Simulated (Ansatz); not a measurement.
In₂Se₃ in space group P3m1 (No. 156; Pearson symbol hP5) at seven volumes, the program Ansatz at the r²SCAN+D4 level (PAW), shape and atoms relaxed at each. One row is withheld.

```json
[
 {"V (Å³/atom)": "23.639", "P (GPa)": "?"},
 {"V (Å³/atom)": "24.418", "P (GPa)": "2.40"},
 {"V (Å³/atom)": "25.197", "P (GPa)": "1.00"},
 {"V (Å³/atom)": "25.977", "P (GPa)": "0.00"},
 {"V (Å³/atom)": "26.756", "P (GPa)": "-0.65"},
 {"V (Å³/atom)": "27.535", "P (GPa)": "-0.97"},
 {"V (Å³/atom)": "28.315", "P (GPa)": "-1.05"}
]
```

**Question.** Fit the shown pressures and predict the withheld one.

**Answer.** Third-order Birch–Murnaghan: P = (3/2)B₀(x^(7/2) − x^(5/2))[1 + (3/4)(B′ − 4)(x − 1)] with x = (V₀/V)^(2/3). Least squares on the six rows gives V₀ = 25.967 Å³/atom, B₀ = 26.16 GPa, B′ = 14.44. At V = 23.639, x = 1.0646 and P = 4.47 GPa. The run itself gave 4.24 GPa.

The start of the workflow was typed in or built on a structure type; neither database checked (COD, Materials Project) lists it. COD files the formula under space group No. 160, 166, 169, 170. Whether it is the stable phase at ambient conditions was not checked. The cell was relaxed with r²SCAN+D4 under the symmetry of its start; whether a distortion lowers the energy is not shown.

Potentials: the earlier of the program's two PAW sets.
